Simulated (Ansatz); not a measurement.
Where the states of Mg lie

```
CELL_PARAMETERS angstrom
3.20927 0.00000 0.00000
-1.60464 2.77931 0.00000
0.00000 0.00000 5.21033
ATOMIC_POSITIONS crystal
Mg 0.33333 0.66667 0.25000
Mg 0.66667 0.33333 0.75000
```

The cell is COD entry 9008506, as deposited and not checked against the literature; nothing was relaxed.

Computed with DFT, PBEsol, all-electron LAPW, scalar-relativistic (Ansatz 0.2.0).

Numerical set-up: a Γ-centred 12×12×7 k mesh, Fermi–Dirac smearing of 0.08 eV, basis error target 0.5 meV/atom, no spin polarisation.

States per eV and cell, averaged over 0.4 eV, from -5.8 to 1.2 eV, with energies (bin centres) from the Fermi level; empty bins are left out. 

| E (eV) | total |
| --- | --- |
| -5.7 | 0.36 |
| -5.3 | 0.38 |
| -4.9 | 0.43 |
| -4.5 | 0.49 |
| -4.1 | 0.54 |
| -3.7 | 0.58 |
| -3.3 | 0.62 |
| -2.9 | 0.66 |
| -2.5 | 0.75 |
| -2.1 | 0.74 |
| -1.7 | 0.80 |
| -1.3 | 0.91 |
| -0.9 | 0.91 |
| -0.5 | 0.78 |
| -0.1 | 0.72 |
| 0.3 | 0.66 |
| 0.7 | 0.97 |
| 1.1 | 1.15 |
